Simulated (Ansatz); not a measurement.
Hf (hcp, Mg type)

```
Hf
1.0
    3.20412     0.00000     0.00000
   -1.60206     2.77485     0.00000
    0.00000     0.00000     5.06894
Hf
2
Direct
  0.33333   0.66667   0.75000
  0.66667   0.33333   0.25000
```

This relaxed cell (volume V₀) is scaled evenly in all directions, its shape held. Symmetry pins the atoms to their sites.

The numbers are results of PBE (plane waves to 420 eV, PAW, scalar-relativistic; Ansatz, a program for electronic structure), not measurements. k mesh 17×17×9 (Γ-centred), Fermi-Dirac smearing 0.05 eV. Energies are smeared free energies. Compression counts positive. With the shape held, the modulus is that of even scaling; a crystal free to change shape is softer. Hf is run without spin polarisation. Hf was relaxed with its symmetry unable to fall. Spin-orbit coupling is left out, though Hf is heavy. The PAW data are Ansatz's earlier set. The zero of ΔE is the relaxed starting cell. The last digit holds for this mesh only.

```
V (Å³/atom)  ΔE (meV/atom)
-----------  -------------
18.928               248.6
19.830               130.8
20.731                54.5
21.633            withheld
22.534                 0.0
23.435                11.4
24.337                43.0
25.238                91.6
26.139               154.4
```

Fit a third-order Birch-Murnaghan form (E₀, V₀, B₀, B₀′ free) to the given rows and predict ΔE at V = 21.633.

Least squares on the 8 given rows: ΔE = E₀ + (9V₀B₀/16)·y²·[2 + (B₀′ − 4)y], y = (V₀/V)^(2/3) − 1, with V₀ = 22.534 Å³/atom, B₀ = 107.1 GPa (160.2 GPa = 1 eV/Å³; the term in eV is multiplied by 1000), B₀′ = 3.43, E₀ = 0.02 meV/atom; root-mean-square residual 0.04 meV/atom. At 21.633 the fit gives 12.8 meV/atom; the calculation gives 12.8 meV/atom, the same to the digits shown. For the pressure the fit gives 4.7 GPa against the computed 4.7 GPa.

(A scan under strain: stresses follow from slopes of the energy per volume, elastic moduli from its curvatures.)
